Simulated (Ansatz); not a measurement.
TiN:
```
CELL_PARAMETERS angstrom
      0.00000     2.12332     2.12332
      2.12332     0.00000     2.12332
      2.12332     2.12332     0.00000
ATOMIC_POSITIONS crystal
  Ti 0.00000 0.00000 0.00000
  N  0.50000 0.50000 0.50000
```

Relaxed with PBE.

Problem. Which orbitals make up the states near the Fermi level in the program Ansatz at the PBE level (PAW)?

Solution. Within 0.5 eV of the Fermi level: Ti 3d 84 %, N 2p 13 %. Projections are on Löwdin-orthogonalised atomic valence shells; empty p or d shells of many metals are not among them.

Problem. Tabulate the density of states.

Solution. States/eV per cell of 2 atoms, in 0.25 eV bins, energy from the Fermi level.

```csv
E (eV),total,Ti 3d,N 2p,N 2s
-7.85,0.17,0.05,0.09,0.00
-7.60,0.30,0.08,0.17,0.00
-7.35,0.45,0.12,0.25,0.01
-7.10,0.69,0.18,0.40,0.01
-6.85,1.08,0.27,0.64,0.02
-6.60,1.23,0.29,0.76,0.02
-6.35,1.33,0.28,0.87,0.02
-6.10,0.95,0.18,0.66,0.01
-5.85,0.94,0.14,0.71,0.01
-5.60,0.83,0.20,0.58,0.01
-5.35,3.41,1.11,2.18,0.02
-5.10,3.30,1.13,2.09,0.02
-4.85,2.34,0.78,1.50,0.01
-4.60,1.70,0.55,1.10,0.01
-4.35,1.37,0.43,0.90,0.01
-4.10,1.12,0.33,0.76,0.01
-3.85,0.94,0.25,0.66,0.00
-3.60,0.78,0.19,0.57,0.00
-3.35,0.53,0.11,0.41,0.00
-3.10,0.23,0.06,0.16,0.00
-2.85,0.15,0.04,0.11,0.00
-2.60,0.13,0.05,0.08,0.00
-2.35,0.13,0.07,0.06,0.00
-2.10,0.14,0.10,0.04,0.00
-1.85,0.19,0.14,0.04,0.00
-1.60,0.24,0.18,0.06,0.00
-1.35,0.31,0.24,0.07,0.00
-1.10,0.39,0.30,0.08,0.00
-0.85,0.48,0.39,0.09,0.00
-0.60,0.62,0.52,0.09,0.00
-0.35,0.72,0.60,0.10,0.00
-0.10,0.81,0.68,0.11,0.01
0.15,0.91,0.77,0.12,0.01
0.40,1.04,0.89,0.13,0.01
0.65,1.26,1.08,0.15,0.01
0.90,1.47,1.29,0.14,0.01
1.15,1.69,1.50,0.16,0.01
1.40,2.26,2.02,0.20,0.02
1.65,3.09,2.82,0.21,0.02
1.90,2.90,2.57,0.28,0.02
2.15,3.64,3.00,0.56,0.01
2.40,3.61,3.24,0.32,0.01
2.65,0.80,0.60,0.15,0.03
2.90,0.90,0.66,0.16,0.05
3.15,1.15,0.82,0.18,0.11
3.40,1.18,0.82,0.20,0.13
3.65,1.38,0.93,0.21,0.18
3.90,1.63,1.07,0.28,0.19
4.15,1.41,0.91,0.31,0.13
4.40,1.23,0.78,0.31,0.09
4.65,1.12,0.69,0.32,0.06
```

Space group Fm-3m (rock salt). The cell was relaxed with PBE under the symmetry of its start; phonons on a q-mesh show no instability. No spin polarisation was allowed. With an odd number of electrons in the cell and no spin polarisation, the count alone makes it a metal.

Potentials: the later of the program's two PAW sets.
